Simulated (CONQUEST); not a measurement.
Worked example: self-consistent single point of Se (P3_121, 6 atoms in the cell; from Materials Project mp-14, changed as shown) in CONQUEST.

All values come from this method and carry its errors: PBE, numerical atomic orbitals double-zeta with polarisation (the shipped basis), PseudoDojo norm-conserving potentials made for PBE in CONQUEST 1.3.

The change in words: lattice scaled by 1.02. Reference geometry (P3_121):
```
CELL_PARAMETERS angstrom
      4.50482     0.00000     0.00000
      0.00000     7.80258     0.00000
      0.00000     0.00000     4.97880
ATOMIC_POSITIONS crystal
  Se 0.21789 0.00000 0.33333
  Se 0.89106 0.10895 0.66667
  Se 0.39105 0.39105 0.00000
  Se 0.71789 0.50000 0.33333
  Se 0.39105 0.60894 0.66667
  Se 0.89106 0.89106 0.00000
```

Reference input (self-consistent single point, DFT, PBE, numerical atomic orbitals double-zeta with polarisation (the shipped basis), PseudoDojo norm-conserving potentials made for PBE): basis = DZP; Diag.MPMeshX, Y, Z = 4 2 4; potentials = PseudoDojo norm-conserving PBE; Grid.GridCutoff = 175 Ha; DM.SolutionMethod = diagon; Diag.kT = 0.001837 Ha; Diag.GammaCentred = true; minE.SCTolerance = 1.0e-07; SC.MaxIters = 100; SC.LinearMixingFactor = 0.3; SC.KerkerPreCondition = true; SC.KerkerFactor = 0.1 1/bohr. This run's input differs from it in these lines:

```diff
@@ -30,5 +30,5 @@
 # file: input.coords
-     8.512876041      0.000000000      0.000000000
-     0.000000000     14.744733596      0.000000000
-     0.000000000      0.000000000      9.408568429
+     8.683132806      0.000000000      0.000000000
+     0.000000000     15.039629138      0.000000000
+     0.000000000      0.000000000      9.596739798
 6
```

Output (repeated stretches shortened):

```
    PulayMixSC: Starting Pulay mixing, A_up =  0.300 A_dn =  0.300
    PulayMixSC: Spin non-polarised calculation.
    PulayMixSC: with Kerker preconditioning, q0 =  0.100
          Harris-Foulkes Energy            :    -19792.112726922681759 eV
    PulayMixSC: Pulay iteration     1 residual:              0.12185E-02
          Harris-Foulkes Energy            :    -19791.725106312085700 eV
    PulayMixSC: Pulay iteration     2 residual:              0.82733E-03
          Harris-Foulkes Energy            :    -19791.437568279026891 eV
    PulayMixSC: Pulay iteration     3 residual:              0.11903E-03
   [... lines left out ...]
          Harris-Foulkes Energy            :    -19791.432461817985313 eV
    PulayMixSC: Pulay iteration     6 residual:              0.12724E-05
          Harris-Foulkes Energy            :    -19791.432462132579531 eV
    PulayMixSC: Pulay iteration     7 residual:              0.28272E-06
          Harris-Foulkes Energy            :    -19791.432462190306978 eV
    PulayMixSC: Pulay iteration     8 residual:              0.10286E-06
          Harris-Foulkes Energy            :    -19791.432462207256322 eV
    PulayMixSC: Pulay iteration     9 residual:              0.51543E-07
    PulayMixSC: Reached SCF tolerance of  0.51543E-07 after      9 iterations
      | Number of electrons      =        96.000067
      |* Harris-Foulkes energy   =    -19791.432462207256322 eV
      |* DFT total energy        =    -19791.432462213593681 eV

    force: Forces on atoms (eV/a0)
    force:  Atom   X              Y              Z
    force:     1   0.1554293554   0.0000026675   0.0000089264
    force:     2  -0.0778334609   0.1296885082   0.0048374949
    force:     3  -0.0778380254  -0.1296911603  -0.0048461823
    force:     4   0.1554293554   0.0000026675   0.0000089264
    force:     5  -0.0778334609   0.1296885082   0.0048374949
    force:     6  -0.0778380254  -0.1296911603  -0.0048461823

    force: Maximum force :        0.15542936(eV/a0) on atom         1 in x direction
    force: Force Residual:        0.15270984 eV/a0
    force: Total stress:          0.24987265    -0.00001170    -0.00002694 GPa
                            -0.00001170     0.25860542     0.00665525
                            -0.00002694     0.00665525    -0.34488264
    force: Average pressure:     -0.05453181 GPa

    get_E_and_F: Change in energy during last step of electronic optimisation: -0.62289E-09
```

The run converged in 9 iterations. CONQUEST prints the stress tensor with tension positive. Against the reference run the free energy goes down by 15.7 meV/atom, the pressure goes from 3.07 to -0.05 GPa, the largest force goes from 0.942 to 0.294 eV/Å and the gap on the mesh goes from 1.167 to 1.099 eV.

The program uses no crystal symmetry, so grid and mesh can part values that symmetry would make equal. The atom-centred basis is finite, which shifts total energies, pressures, gaps and forces against plane waves. The structure comes from a collection of computed structures, made at another level of theory; the collection holds predicted forms beside known ones.

Cost on one core: about 28 core-seconds (a rough figure).
